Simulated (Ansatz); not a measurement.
Start of a relaxation, CH put at a hollow W-W-W site (W, Im-3m (No. 229), (1 1 0) face):

```xyz
6
Lattice="2.7318 0.0000 0.0000 -0.9106 2.5755 0.0000 0.0000 0.0000 26.7914" Properties=species:S:1:pos:R:3 pbc="T T T"
W     0.9106    1.2878    8.5000
W     0.0000    0.0000   10.7305
W     0.9106    1.2878   12.9628
W     0.0000    0.0000   15.1117
C     0.3035    1.7170   16.9717
H     0.3035    1.7170   18.0717
```

All numbers below come from Ansatz, DFT PBEsol, scalar-relativistic, plane waves, PAW. Settings: cutoff 420 eV, Γ-centred mesh 11×11×1 on the computed 6-atom cell, Gaussian smearing of 0.10 eV; no spin polarisation. A dipole correction removes the field between periodic images along c.

Atoms 1, 2 (counted from 1) are held. The cell is fixed. Force threshold 0.03 eV/Å.

| step | E − E_final (eV) | largest force (eV/Å) |
| --- | --- | --- |
| 1 | 1.530 | 4.924 |
| 2 | 0.407 | 1.863 |
| 3 | 0.115 | 1.318 |
| 4 | 0.025 | 0.671 |
| 5 | 0.007 | 0.065 |
| 6 | 0.005 | 0.088 |
| 7 | 0.003 | 0.113 |
| 8 | 0.010 | 0.249 |
| 9 | 0.002 | 0.056 |
| 10 | 0.002 | 0.237 |
| 11 | 0.000 | 0.077 |
| 12 | 0.000 | 0.022 |
| 13 | 0.000 | 0.023 |

(1) What is the final structure?

The end is the local minimum or symmetric point that this start leads to. The slab is only 6.7 Å thick, so the energy isn't converged with thickness.

Spin–orbit coupling is left out, which can shift energies with elements as heavy as these.

Results:

(1)
```yaml
crystal:
  lattice:
    - [2.73176, 0.00000, 0.00000]
    - [-0.91059, 2.57552, 0.00000]
    - [0.00000, 0.00000, 26.79141]
  atoms:
    - { symbol: W, position: [0.50000, 0.50000, 0.31727] }
    - { symbol: W, position: [0.00000, 0.00000, 0.40052] }
    - { symbol: W, position: [0.49944, 0.50056, 0.48363] }
    - { symbol: W, position: [0.99160, 0.00840, 0.56777] }
    - { symbol: C, position: [0.35504, 0.64496, 0.61480] }
    - { symbol: H, position: [0.41822, 0.58178, 0.65448] }
```

Cost: 1 run of about 4.1 core-minutes, on AMD EPYC 7R43 (Zen 3) (shared hosts).